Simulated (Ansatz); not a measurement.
A geometry of ZrO$_{2}$ away from equilibrium: step 2 of the relaxation of a relaxed ZrO2 cell shaken by Gaussian noise of σ = 0.08 Å a coordinate. All values below come from r2SCAN (plane waves to 500 eV, PAW, scalar-relativistic; Ansatz, a program for electronic structure). Γ-centred k-mesh 4×4×4 on the run's cell (coarser than for final values), Fermi–Dirac smearing 0.05 eV.

```yaml
crystal:
  lattice:
    - [5.17770, 0.01212, 0.00691]
    - [0.01229, 5.21833, 0.01643]
    - [-0.86863, 0.01448, 5.28374]
  atoms:
    - { symbol: Zr, position: [0.27057, 0.03381, 0.20961] }
    - { symbol: Zr, position: [0.73174, 0.54746, 0.29973] }
    - { symbol: Zr, position: [0.71275, 0.96513, 0.80069] }
    - { symbol: Zr, position: [0.26666, 0.46567, 0.72503] }
    - { symbol: O, position: [0.07459, 0.33379, 0.35050] }
    - { symbol: O, position: [0.93843, 0.84022, 0.16048] }
    - { symbol: O, position: [0.92370, 0.66574, 0.65858] }
    - { symbol: O, position: [0.06744, 0.16540, 0.84752] }
    - { symbol: O, position: [0.45659, 0.73950, 0.47103] }
    - { symbol: O, position: [0.55357, 0.23925, 0.03075] }
    - { symbol: O, position: [0.53183, 0.23893, 0.53796] }
    - { symbol: O, position: [0.44714, 0.73257, 0.97816] }
```

Task: Which atoms carry the largest force, and which way does it point?

Result: 1.84 eV/Å, on Zr4 (atoms numbered as listed); on Zr4 its components are (0.58, -1.29, -1.19).

Task: What is the pressure?

Result: +0.4 GPa, compression positive.

Task: How far above the relaxed end point is this geometry?

Result: 0.03 eV/atom; the path ends in P2₁/c (No. 14) (AFLOW prototype A2B_mP12_14_2e_e (C43, as in ZrO2)).

No spin polarisation in the result.
